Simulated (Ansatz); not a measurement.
# ZnS with Cs replacing Zn: gradients before and after relaxing the atoms

Start: a supercell of ZnS (space group P6_3mc) built from an entry of the Crystallography Open Database (COD), with all atoms left at the host's positions.

```cif
data_CsZn15S16
_symmetry_space_group_name_H-M 'P3m1'
_symmetry_Int_Tables_number 156
_cell_length_a 7.6454
_cell_length_b 7.6454
_cell_length_c 12.5200
_cell_angle_alpha 90.000
_cell_angle_beta 90.000
_cell_angle_gamma 120.000
loop_
_atom_site_label
_atom_site_type_symbol
_atom_site_symmetry_multiplicity
_atom_site_Wyckoff_symbol
_atom_site_fract_x
_atom_site_fract_y
_atom_site_fract_z
Zn1 Zn 3 d 0.8333 0.6667 0.0000
Zn3 Zn 1 b 0.3333 0.6667 0.0000
Zn5 Zn 3 d 0.8333 0.6667 0.5000
Zn7 Zn 1 b 0.3333 0.6667 0.5000
Cs Cs 1 a 0.0000 0.0000 0.2500
Zn10 Zn 3 d 0.0000 0.5000 0.2500
Zn13 Zn 3 d 0.1667 0.8333 0.7500
Zn16 Zn 1 c 0.6667 0.3333 0.7500
S17 S 3 d 0.8333 0.6667 0.1875
S19 S 1 b 0.3333 0.6667 0.1875
S21 S 3 d 0.8333 0.6667 0.6875
S23 S 1 b 0.3333 0.6667 0.6875
S25 S 1 a 0.0000 0.0000 0.4375
S26 S 3 d 0.0000 0.5000 0.4375
S29 S 3 d 0.1667 0.8333 0.9375
S32 S 1 c 0.6667 0.3333 0.9375
```

One atom of each set is listed.

All values are calculated (Ansatz; DFT, PBE, plane waves and PAW, scalar-relativistic, 420 eV cutoff, Γ-centred 3×3×2 k-points, Fermi–Dirac smearing 0.01 eV, cell charge -1), not measured.

The largest force at the start is 7.6 eV/Å. Relaxing the ions at fixed cell moves them by 1.257 Å at most (atom 25, S) and 0.294 Å rms.

| site | moved (Å) | first shell before | first shell after | V_zz before (10²¹ V/m²) | η before |
| --- | --- | --- | --- | --- | --- |
| Zn1 | 0.146 | 4 S at 2.34–2.35 Å | 4 S at 2.24–2.33 Å | -1.05 | 0.74 |
| Zn3 | 0.003 | 4 S at 2.34–2.35 Å | 4 S at 2.33–2.35 Å | -0.054 | 0.00 |
| Zn7 | 0.135 | 4 S at 2.34–2.35 Å | 4 S at 2.35–2.36 Å | 0.55 | 0.00 |
| Cs | 0.710 | 4 S at 2.34–2.35 Å | 4 S at 2.89–2.92 Å | -2.31 | 0.00 |
| Zn10 | 0.205 | 4 S at 2.34–2.35 Å | 4 S at 2.27–2.44 Å | 1.42 | 0.61 |
| Zn13 | 0.066 | 4 S at 2.34–2.35 Å | 4 S at 2.33–2.35 Å | 0.25 | 0.50 |
| S17 | 0.285 | 3 Zn at 2.34–2.35 Å, 1 Cs at 2.34 Å | 3 Zn at 2.24–2.27 Å | -9.66 | 0.13 |
| S19 | 0.011 | 4 Zn at 2.34–2.35 Å | 4 Zn at 2.33–2.36 Å | 1.08 | 0.00 |
| S21 | 0.145 | 4 Zn at 2.34–2.35 Å | 4 Zn at 2.26–2.34 Å | -0.99 | 0.25 |
| S25 | 1.257 | 3 Zn at 2.34 Å, 1 Cs at 2.35 Å | 3 Zn at 2.33 Å; also 1 Cs at 2.89 Å | -8.28 | 0.00 |
| S26 | 0.101 | 4 Zn at 2.34–2.35 Å | 4 Zn at 2.36–2.44 Å | 0.42 | 0.02 |
| S29 | 0.089 | 4 Zn at 2.34–2.35 Å | 4 Zn at 2.33–2.35 Å | -0.67 | 0.52 |
| S32 | 0.007 | 4 Zn at 2.34–2.35 Å | 4 Zn at 2.22–2.30 Å | 0.071 | 0.00 |

Problem. How do the gradients change?

Solution. 

```csv
site,V_zz after,η after,change of V_zz
Zn1,-1.74,0.83,-0.69
Zn3,-1.02,0.00,-0.96
Zn7,0.45,0.00,-0.10
Cs,-22.6,0.00,-20.32
Zn10,4.93,0.31,+3.51
Zn13,1.14,0.51,+0.89
S17,-12.38,0.02,-2.72
S19,0.59,0.00,-0.49
S21,-2.79,0.27,-1.80
S25,-12.79,0.00,-4.51
S26,-1.05,0.51,–
S29,0.68,0.16,–
S32,-2.60,0.00,-2.67
```

The largest change of V_zz along a kept axis is on Cs, from -2.31 to -22.6. Small gradients that grow severalfold: Zn13 (0.25 to 1.14), S32 (0.071 to -2.60), Zn3 (-0.054 to -1.02). On Zn10, Zn13 V_xx and V_yy change places (or their axes turn by over 50°), so the two values of η hide a larger change. V_zz changes sign on S32 (same axis), S23 (same axis) (not all in the table). On S29, S26 the largest principal value lies along another axis in the second run, so the two V_zz can't be compared directly. The table leaves out 3 of the 16 sites, with |V_zz| up to 3.10; their tensors move by 2.87 at most along any direction. The statements above cover all sites. The host's own positions weren't relaxed first, so part of the change far from the defect can be the host's relaxation.

The defect repeats with the cell of 32 atoms, so it feels its images: sites between two images don't show the values beside a lone defect, and zeros or small values of η there can come from the images' arrangement. S and Zn carry a gradient in the pure host already, so the values there aren't the defect's effect alone. A uniform background compensates the cell's charge.
Before: Without spin–orbit coupling (the program notes it for Cs) the gradients can shift somewhat, as the gap is small. With a gap of 0.4 eV on this mesh, small gradients can still move by 0.1 × 10²¹ V/m² or more as the k-mesh gets denser. The cell keeps the host's lattice, where the PBE pressure is 8 GPa (in a charged cell this depends on the convention for the mean potential). The neighbours have not yet relaxed around the defect (largest force 7.6 eV/Å), so the values at and beside it are those of a strained start, not of the defect in a real crystal.
After: The relaxation keeps the site symmetry 3m of the start, so the impurity can move only along its axis; a start off the site could end lower. Without spin–orbit coupling (the program notes it for Cs) the gradients are little affected as a rule: paired runs on crystals with a gap mostly move them by under 2 % at such atoms. The cell keeps the host's lattice, where the PBE pressure is 5 GPa (in a charged cell this depends on the convention for the mean potential).
